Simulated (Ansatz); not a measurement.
Hg:
```
CELL_PARAMETERS angstrom
      3.18010     0.00000     0.00000
     -1.59005     2.75405     0.00000
      0.00000     0.00000     5.04646
ATOMIC_POSITIONS crystal
  Hg 0.66667 0.33333 0.75000
  Hg 0.33333 0.66667 0.25000
```

Relaxed with LDA. Special points in fractions of this cell's reciprocal vectors: Γ (0.000, 0.000, 0.000); M (0.500, 0.000, 0.000); K (0.333, 0.333, 0.000); A (0.000, 0.000, 0.500); L (0.500, 0.000, 0.500); H (0.333, 0.333, 0.500).

Task: List the band energies nearest the Fermi level at these points for the program Ansatz at the LDA level (PAW).

Result: In eV from the Fermi level; about four levels below and three above (degenerate sets whole), none deeper than 8.9 eV; … stands for higher levels left out; points with the same levels are listed once.

```csv
k,below,above
Γ,-5.75 -5.75 -1.62 -1.00,12.64 12.66 12.66
M,-5.60 -5.59 -2.40 -2.39,3.22 3.28 4.28
K,-5.83 -5.83 -5.70 -1.33 -1.33,0.82 5.71 5.71
A,-6.01 -6.01 -6.01 -6.01,7.56 7.56 12.80 12.80
L,-1.37 -1.37 -0.19 -0.19,9.35 9.35 …
H,-5.74 -5.74 -0.03 -0.03,1.45 1.45 2.99 2.99
```

Space group P6_3/mmc (hcp (Mg type)). The workflow started from a Materials Project entry (that database holds measured and hypothetical structures alike); the Crystallography Open Database copy checked does not list it. It is not the usual solid phase (space group No. 166). Symmetry was held in the LDA relaxation; its stability against distortions is not shown here. The substance is a gas or liquid at ambient conditions. Scalar-relativistic: spin–orbit coupling is off unless named, which matters more the heavier the elements.

Potentials: the later of the program's two PAW sets.
